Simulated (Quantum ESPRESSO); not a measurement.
# InAg3SnRuGa2: input and log of a self-consistent run

A calculation, not a measurement. The program is pw.x of Quantum ESPRESSO 7.5 (plane-wave density functional theory). The cell is made up: eight metal atoms on a face-centred cubic lattice, with elements, volume, strain and displacements drawn at random and not relaxed, so it may be unstable or far from any real phase. PseudoDojo standard norm-conserving files set the functional (PBE unless stated); there is no spin polarisation or spin-orbit coupling, the Fermi-Dirac width of 0.25 eV means electrons at about 2900 K, and the masses in the input are unused placeholders. The tin pseudopotential is less sure than most, with forces differing by about three percent from a second method on plain tin. A spin test at this wide smearing found no moment, but such smearing suppresses magnetism that the real alloy may have.

Input:

```
&control calculation='scf', pseudo_dir='./dojo.nc.sr.pbe.v0_5.standard.upf', outdir='./o', disk_io='minimal', tprnfor=.true., tstress=.true. /
&system ibrav=0, nat=8, ntyp=5, nbnd=72, ecutwfc=84.00895049, nosym=.true., tot_charge=0,
 occupations='smearing', smearing='fd', degauss=0.0183746611
/
&electrons conv_thr=1.470e-08, electron_maxstep=70, mixing_beta=0.5 /
ATOMIC_SPECIES
Ag 1.0 Ag.upf
Ga 1.0 Ga.upf
In 1.0 In.upf
Ru 1.0 Ru.upf
Sn 1.0 Sn.upf
CELL_PARAMETERS angstrom
2.0668 4.2024 2.1458
2.2038 -4.2561 2.1162
4.1853 -0.0833 -4.1768
ATOMIC_POSITIONS angstrom
In 0.0906 0.0094 -0.0368
Ag 2.0361 0.0236 -2.1174
Sn 2.0777 -2.1914 0.0068
Ag 4.3331 -2.2274 -2.1158
Ru 2.1755 2.0815 0.1374
Ga 4.0444 2.054 -2.0631
Ga 2.0661 0.1868 2.1274
Ag 4.2829 -0.016 -0.0163
K_POINTS automatic
5 5 4 1 1 1
```

The log is shortened where brackets say so; the opening notice, blank lines, dates and the lines on written files are dropped, and the path of the files is cut. It prints rydbergs, bohrs and kilobars, and counts compression as positive stress. Its total energy is the free energy E - TS of the whole cell.

```
     Program PWSCF v.7.5
     Parallel version (MPI & OpenMP), running on       4 processor cores
     Number of MPI processes:                 4
     Threads/MPI process:                     1
     [start-up lines left out]
     bravais-lattice index     =            0
     lattice parameter (alat)  =       9.7346  a.u.
     unit-cell volume          =    1017.9031 (a.u.)^3
     number of atoms/cell      =            8
     number of atomic types    =            5
     number of electrons       =       126.00
     number of Kohn-Sham states=           72
     kinetic-energy cutoff     =      84.0090  Ry
     charge density cutoff     =     336.0358  Ry
     scf convergence threshold =      1.5E-08
     mixing beta               =       0.5000
     number of iterations used =            8  plain     mixing
     Exchange-correlation= PBE
                           (   1   4   3   4   0   0   0)
     [axes and pseudopotential details left out]
   Cartesian axes
     site n.     atom                  positions (alat units)
         1        In     tau(   1) = (   0.0175877   0.0018248  -0.0071438  )
         2        Ag     tau(   2) = (   0.3952565   0.0045813  -0.4110388  )
         3        Sn     tau(   3) = (   0.4033321  -0.4254040   0.0013200  )
         4        Ag     tau(   4) = (   0.8411601  -0.4323925  -0.4107282  )
         5        Ru     tau(   5) = (   0.4223174   0.4040698   0.0266727  )
         6        Ga     tau(   6) = (   0.7851164   0.3987313  -0.4004979  )
         7        Ga     tau(   7) = (   0.4010802   0.0362624   0.4129801  )
         8        Ag     tau(   8) = (   0.8314150  -0.0031060  -0.0031642  )
     number of k points=    50  Fermi-Dirac smearing, width (Ry)=  0.0184
                       cart. coord. in units 2pi/alat
        k(    1) = (   0.1975985   0.0030473   0.0437746), wk =   0.0400000
        k(    2) = (   0.3515011   0.0060795  -0.1104004), wk =   0.0400000
     [further k points left out]
     Dense  grid:   105885 G-vectors     FFT dimensions: (  60,  60,  72)
     Estimated max dynamical RAM per process >     374.05 MB
     Estimated total dynamical RAM >       1.39 GB
     Initial potential from superposition of free atoms
     starting charge     125.9871, renormalised to     126.0000
     Starting wfcs are   76 randomized atomic wfcs
     total cpu time spent up to now is        4.4 secs
     per-process dynamical memory:   289.2 Mb
     Self-consistent Calculation
     iteration #  1     ecut=    84.01 Ry     beta= 0.50
     Davidson diagonalization with overlap
     ethr =  1.00E-02,  avg # of iterations =  4.2
     Threshold (ethr) on eigenvalues was too large:
     Diagonalizing with lowered threshold
     Davidson diagonalization with overlap
     ethr =  5.92E-04,  avg # of iterations =  2.0
     total cpu time spent up to now is       20.4 secs
     total energy              =   -1728.25653744 Ry
     estimated scf accuracy    <       0.77957342 Ry
     iteration #  2     ecut=    84.01 Ry     beta= 0.50
     Davidson diagonalization with overlap
     ethr =  6.19E-04,  avg # of iterations =  3.2
     total cpu time spent up to now is       29.4 secs
     total energy              =   -1727.89831949 Ry
     estimated scf accuracy    <       6.67144032 Ry
     iteration #  3     ecut=    84.01 Ry     beta= 0.50
     Davidson diagonalization with overlap
     ethr =  6.19E-04,  avg # of iterations =  2.9
     total cpu time spent up to now is       37.4 secs
     total energy              =   -1728.54103950 Ry
     estimated scf accuracy    <       0.89208238 Ry
     iteration #  4     ecut=    84.01 Ry     beta= 0.50
     Davidson diagonalization with overlap
     ethr =  6.19E-04,  avg # of iterations =  2.0
     total cpu time spent up to now is       45.0 secs
     total energy              =   -1728.62311559 Ry
     estimated scf accuracy    <       0.01062217 Ry
     iteration #  5     ecut=    84.01 Ry     beta= 0.50
     Davidson diagonalization with overlap
     ethr =  8.43E-06,  avg # of iterations =  6.3
     total cpu time spent up to now is       54.9 secs
     total energy              =   -1728.62537622 Ry
     estimated scf accuracy    <       0.00255286 Ry
     iteration #  6     ecut=    84.01 Ry     beta= 0.50
     Davidson diagonalization with overlap
     ethr =  2.03E-06,  avg # of iterations =  3.3
     total cpu time spent up to now is       63.4 secs
     total energy              =   -1728.62569922 Ry
     estimated scf accuracy    <       0.00062257 Ry
     iteration #  7     ecut=    84.01 Ry     beta= 0.50
     Davidson diagonalization with overlap
     ethr =  4.94E-07,  avg # of iterations =  2.0
     total cpu time spent up to now is       71.4 secs
     total energy              =   -1728.62578104 Ry
     estimated scf accuracy    <       0.00007818 Ry
     iteration #  8     ecut=    84.01 Ry     beta= 0.50
     Davidson diagonalization with overlap
     ethr =  6.20E-08,  avg # of iterations =  2.0
     total cpu time spent up to now is       79.6 secs
     total energy              =   -1728.62579509 Ry
     estimated scf accuracy    <       0.00001303 Ry
     iteration #  9     ecut=    84.01 Ry     beta= 0.50
     Davidson diagonalization with overlap
     ethr =  1.03E-08,  avg # of iterations =  2.0
     total cpu time spent up to now is       86.9 secs
     total energy              =   -1728.62579666 Ry
     estimated scf accuracy    <       0.00000103 Ry
     iteration # 10     ecut=    84.01 Ry     beta= 0.50
     Davidson diagonalization with overlap
     ethr =  8.18E-10,  avg # of iterations =  3.5
     total cpu time spent up to now is       96.2 secs
     total energy              =   -1728.62579687 Ry
     estimated scf accuracy    <       0.00000053 Ry
     iteration # 11     ecut=    84.01 Ry     beta= 0.50
     Davidson diagonalization with overlap
     ethr =  4.18E-10,  avg # of iterations =  2.0
     total cpu time spent up to now is      103.4 secs
     End of self-consistent calculation
     [lines on levels left out]
!    total energy              =   -1728.62579693 Ry
     estimated scf accuracy    <       0.00000001 Ry
     smearing contrib. (-TS)   =      -0.06009521 Ry
     internal energy E=F+TS    =   -1728.56570172 Ry
     The total energy is F=E-TS. E is the sum of the following terms:
     one-electron contribution =    -650.26562243 Ry
     hartree contribution      =     412.07075357 Ry
     xc contribution           =    -341.06132720 Ry
     ewald contribution        =   -1149.30950565 Ry
     convergence has been achieved in  11 iterations
     Forces acting on atoms (cartesian axes, Ry/au):
     atom    1 type  3   force =    -0.01667439   -0.00222681    0.01032674
     atom    2 type  1   force =     0.02173108   -0.00321836   -0.00754022
     atom    3 type  5   force =     0.05055441    0.02300688   -0.02754079
     atom    4 type  1   force =    -0.01300676    0.01561434    0.01790647
     atom    5 type  4   force =    -0.02230028   -0.00662865    0.00869939
     atom    6 type  2   force =    -0.00638585    0.00875436    0.01340451
     atom    7 type  2   force =    -0.00763427   -0.02259466   -0.01205431
     atom    8 type  1   force =    -0.00628394   -0.01270710   -0.00320178
     Total force =     0.085707     Total SCF correction =     0.000427
     Computing stress (Cartesian axis) and pressure
          total   stress  (Ry/bohr**3)                   (kbar)     P=       -2.50
  -0.00006050   0.00001735   0.00005439           -8.90        2.55        8.00
   0.00001735   0.00013956  -0.00003813            2.55       20.53       -5.61
   0.00005439  -0.00003813  -0.00013014            8.00       -5.61      -19.14
     init_run     :      4.19s CPU      4.34s WALL (       1 calls)
     electrons    :     96.60s CPU     98.96s WALL (       1 calls)
     forces       :      1.33s CPU      1.34s WALL (       1 calls)
     stress       :      4.48s CPU      4.49s WALL (       1 calls)
     [timing details left out]
     PWSCF        :   1m46.72s CPU   1m49.26s WALL
     JOB DONE.
```

In other units: free energy -23519.152 eV for the cell, pressure -0.25 GPa, largest force component 1.300 eV/Å in size. The run took 111 s of wall time with four MPI processes on a shared machine (AMD EPYC, Zen 5, virtual cores), so the time is rough. A rerun of this cell at a higher cutoff and on a denser mesh moved values by no more than 0.015 eV in energy, 0.20 GPa in stress and 0.015 eV/Å in force, and a second program with other atomic files agreed on that cell to 2 % rms in force and 0.5 GPa in pressure.